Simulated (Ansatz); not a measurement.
## Calculation log, MoS2 (P6_3/mmc) (phonons)

Computed with r²SCAN, PAW on Ansatz 0.2.0's default frozen-core files (fitted under PBE), scalar-relativistic; not a measurement.

The cell comes from a PAW relaxation under the same functional.

Command line:

```sh
ansatz run input.yaml --threads 2 --pin off --max-ram 6144MiB --backend cpu --events-out ev --progress --plain --runs-dir out
```

Input:

```yaml
crystal:
  lattice:
    - [3.18443393418, 0.0, 0.0]
    - [-1.59221696709, 2.75780068368, 0.0]
    - [0.0, 0.0, 12.97375339857]
  atoms:
    - { symbol: Mo, position: [0.333333333333, 0.666666666667, 0.25] }
    - { symbol: Mo, position: [0.666666666667, 0.333333333333, 0.75] }
    - { symbol: S, position: [0.333333333333, 0.666666666667, 0.630323062746] }
    - { symbol: S, position: [0.666666666667, 0.333333333333, 0.130323062746] }
    - { symbol: S, position: [0.333333333333, 0.666666666667, 0.869676937254] }
    - { symbol: S, position: [0.666666666667, 0.333333333333, 0.369676937254] }
kpoints:
  mp_grid: { grid: [6, 6, 2] }
scf:
  occupations: { method: fixed }
hamiltonian:
  xc: r2scan
  pseudopotentials: { kind: paw }
phonons:
  supercell: [1, 1, 1]
```

The program printed:

```
Warning: RAYON_NUM_THREADS=2 ignored (pool sized by the plan → 2); use --threads N
Engine: ansatz 0.2.0, aarch64-unknown-linux-gnu
Pseudopotentials: kind: paw
Pseudopotential: Mo, paw, valence charge 14, recommended cutoff 500 eV (meta_gga), Mo.paw.azcp
Pseudopotential: S, paw, valence charge 6, recommended cutoff 500 eV (meta_gga), S.paw.azcp
Functional definition: r2SCAN
  parameter k0 = 0.174
  parameter k1 = 0.065
  parameter a1 = 4.9479
  exchange = r2scan_x(k0 = k0, k1 = k1, a1 = a1)
  correlation = r2scan_c
Crystal: 6 atoms, lattice volume = 113.936 Å³
Basis set: ecut = 500 eV, 2885 PW (Γ), exchange–correlation on 120×120×480 points (125 copies of the dense FFT grid, shifted against one another)
Bands: 32, of which v1, the nominal top of the filled ones, is band 26 counted from 1 (25 counted from 0)
Symmetry: 24 space group operations
k-points: 14 of 72
Non-local potential: Mo, projectors of the file, l = 0: 3, l = 1: 2, l = 2: 2, l = 3: 1
Non-local potential: S, projectors of the file, l = 0: 2, l = 1: 2, l = 2: 2
PAW form: soft (Blöchl's): semilocal exchange-correlation on the pseudo side does not see the compensation charge
PAW frozen core: Mo, regenerated for the run's functional (the file was generated under x = pbe(κ = 0.804, μ = 0.2195149727645171), c = pbe(β = 0.06672455060314922))
PAW frozen core: S, regenerated for the run's functional (the file was generated under x = pbe(κ = 0.804, μ = 0.2195149727645171), c = pbe(β = 0.06672455060314922))
PAW one-centre angular grid: Mo, 590 points (default); XC on 160 Gauss nodes
PAW one-centre angular grid: S, 302 points (default); XC on 160 Gauss nodes
Initial density: superposition of atomic densities (neutral atoms: chi_scale 0, normalization atom), corrected by the library's trained network
Initial wavefunctions: pseudopotential atomic-orbital guess
Functional: x = r2scan, c = r2scan; τ floored in thin density (d = 2e-4 eV/Å³)
[... 50 lines left out ...]
preconditioner: auto → Resta (q_TF=auto, 2.394 Å⁻¹)  ε∞=7.6  [insulator: Δε(μ)=1.158 eV  Ē_g=8.131 eV  n_scr=26 (ndim 8)  ℏωp=20.9 eV  f_vac=0.044  ε∞_Penn≈7.6]
SCF iter   2: F=—  HF=-13564.322564 eV  |F-HF|=—  |Δ(HF+E_count)|=  8.04e-10  Δρ=4.31e-7  dr2=1.05e-10  dr2_τ=7.58e-12  ethr=1.00e-12  ⟨swp⟩=2.0  Hψ=1235  notcnv=0  defer=44
SCF iter   3: F=—  HF=-13564.322564 eV  |F-HF|=—  |Δ(HF+E_count)|=  6.18e-11  Δρ=1.56e-7  dr2=4.86e-11  dr2_τ=6.54e-12  ethr=1.00e-12  ⟨swp⟩=1.2  Hψ=795  notcnv=0  defer=44
SCF iter   4: F=-13564.322564 eV  HF=-13564.322564 eV  |F-HF|=5.46e-12  |Δ(HF+E_count)|=  1.09e-11  Δρ=4.01e-8  dr2=2.18e-12  dr2_τ=1.01e-13  ethr=1.00e-12  ⟨swp⟩=5.5  Hψ=4015  notcnv=0
SCF 5 converged in 4 iterations: F = -13564.322564 eV  dr2 = 2.18e-12
SCF converged after 2 iterations
Free energy (F): -13564.322598 eV
Harris-Foulkes:  -13564.322598 eV  (|F-HF|=1.46e-11)
Internal energy: -13564.322598 eV  (E = F + TS)
E sigma→0 (E₀):  -13564.322598 eV
Fermi energy:    9.691302 eV
--- Per-component energies (eV) ---
  E_band       = -401.271647
  E_kinetic    = 1308.396314
  E_local      = -4411.200508  (includes V_loc(G=0)·N_el)
  E_nonlocal   = 396.813466
  E_hartree    = 1726.396781
  E_xc         = -724.780671
  E_vxc        = -891.417529  (∫ρ·V_xc dr)
  E_paw        = -8871.609373  (= ΣΔE_a)
  E_vpaw       = -308.215801  (= ΣTr[D̂ρ^β])
  E_aug_tail   = 0.000021  (compensation charges beyond the density's cutoff)
  E_vtau       = 51.558877  (kinetic-family band-sum trace: ∫τ·v_τ [+ j·A + Jᵃ·Aᵃ] dr)
  E_ewald      = -2987.457154
  E_core_change = -0.881474  (= ΣΔE_core)
  E_smearing   = -0.000000  (= −TS)
  E_closure    = -0.000000  (closes the sum)
  Σ components = -13564.322598   (vs F -13564.322598, Δ=0.00e0)
--- Forces (eV/Å), atoms counted from 1 ---
  atom   1  Mo    -0.00000000     0.00000000    -0.00000000
  atom   2  Mo     0.00000000    -0.00000000     0.00000000
  atom   3  S      0.00000000    -0.00000000    -0.00362120
  atom   4  S      0.00000000     0.00000000    -0.00362120
  atom   5  S     -0.00000000    -0.00000000     0.00362120
  atom   6  S      0.00000000     0.00000000     0.00362120
  max |Σ_I F_I| component: 9.25e-18 eV/Å
--- Phonons: 3 displaced members + reference (amplitude 0.0025 Å, Σ member SCF iterations 22) ---
  symmetry images taken by strict's conditions (phonons.symmetry_images: auto; settled by no image being taken that strict refuses)
  ASR residual: 3.867e-4 → 0.000e0 eV/Å²; symmetrization residual: 6.370e-5 eV/Å²
  largest component of a force at the reference: 3.6e-3 eV/Å
  ASR residual per site (eV/Å²): 1.17e-4 1.17e-4 3.87e-4 3.87e-4 3.87e-4 3.87e-4
  Γ frequencies (cm⁻¹): 0.00 0.00 0.00 21.06 21.06 33.93 283.07 283.07 284.20 284.20 381.69 381.69 381.84 381.84 409.31 411.54 468.20 470.01
  density of states and harmonic sums: on the 22×22×5 q-mesh, interpolated from the force constants of a 1×1×1 supercell (no non-analytic term)
  largest difference from the sums on the solved wave vectors: F 1.27e-1 eV, S 3.42e-4 and C_V 2.58e-4 eV/K
```

Self-consistency was reached.

Zone-centre phonons:

Harmonic phonons of a crystal by Kohn-Sham DFT at the given cell, standard atomic masses, acoustic sum rule imposed; negative wavenumbers are unstable modes; optical zone-centre levels upwards with Mulliken labels, activity, and the element with most of the kinetic energy.

| Quantity | Value |
| --- | --- |
| Point group | 6/mmm |

| number | phonon wavenumber (cm⁻¹) | label | infrared | raman | lead element |
| --- | --- | --- | --- | --- | --- |
| 1 | 21.1 | E2g | no | yes | Mo |
| 2 | 33.9 | B1g | no | no | Mo |
| 3 | 283.1 | E2u | no | no | S |
| 4 | 284.2 | E1g | no | yes | S |
| 5 | 381.7 | E1u | yes | no | S |
| 6 | 381.8 | E2g | no | yes | S |
| 7 | 409.3 | B2u | no | no | S |
| 8 | 411.5 | A1g | no | yes | S |
| 9 | 468.2 | A2u | yes | no | S |
| 10 | 470 | B1g | no | no | S |

Known limits: frozen-core PAW files fitted under PBE, their cores solved anew for the functional of the run; no dispersion correction, so the spacing and stiffness between layers or molecules are poor; zone-boundary modes aren't tested; no LO-TO term at the zone centre.

Time and hardware: 39 s on 2 threads of Arm Neoverse V2, with other jobs on the host, peak memory 0.84 GiB.
